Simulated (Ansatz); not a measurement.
Problem. Name crystals whose computed values (plane-wave PAW LDA (Ansatz code)) fall in these windows: Θ_D (K) 220 to 260; highest Γ mode, no LO–TO term (cm⁻¹) 300 to 390; G_Hill (GPa) 17 to 22.

Solution. 

```csv
crystal,Θ_D (K),"highest Γ mode, no LO–TO term (cm⁻¹)",G_Hill (GPa)
"Li3Pb, Fm-3m (Pb on 4a, Li on 4b, Li on 8c)",245,356,20.2
"Sb2S3, Pnma (Pearson symbol oP20)",240,323,20.9
```
Others may fit too.

Standing as an ambient phase not checked: Li3Pb, Fm-3m (Pb on 4a, Li on 4b, Li on 8c). Weakly bound layers, chains or molecules computed without a dispersion correction, so cells and soft constants are ill determined: Sb2S3, Pnma (Pearson symbol oP20). All cells were relaxed under the symmetry of their starts (and spin orders); stability against distortions was not tested throughout. Spin–orbit coupling is left out wherever it is not named.

Potentials: the later of the program's two PAW sets.
